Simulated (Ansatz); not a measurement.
A structure of Mg2Si relaxed with PBEsol (plane waves to 420 eV, PAW, scalar-relativistic; Ansatz, a program for electronic structure); single points at other levels follow on the same geometry (Ansatz, PAW; HSE06 at 420 eV on a 6×6×6 k-mesh; no spin-orbit coupling). Space group Fm-3m (No. 225).

Space group Fm-3m (No. 225); a = b = c = 6.325 Å, α = β = γ = 90.00°

```tsv
atom	site	symmetry	x	y	z
Si	4a	m-3m	0.0000	0.0000	0.0000
Mg	8c	-43m	0.2500	0.2500	0.2500
```
(The calculation used a cell of 3 atoms; values per cell refer to that cell.)

```json
[
 {"level": "PBEsol", "gap (eV)": "0.12", "kind": "indirect", "conduction minimum": "X"},
 {"level": "HSE06", "gap (eV)": "(withheld)", "kind": "–", "conduction minimum": "(withheld)"}
]
```

Problem. What belongs in the gaps?

Solution. 
- HSE06, gap (eV): 0.56
- HSE06, conduction minimum: X

HSE06 gaps come from a coarse mesh plus a few chosen points, so they may be too large. No spin polarisation in the result.

The run could not lose the symmetry of its start; a randomly shaken copy of 6 atoms returns to this structure.

The first start was generated by placing the elements on the sites of a structure type. A measured structure of Mg2Si has the same space group, Fm-3m (No. 225); the sites were not compared with it.
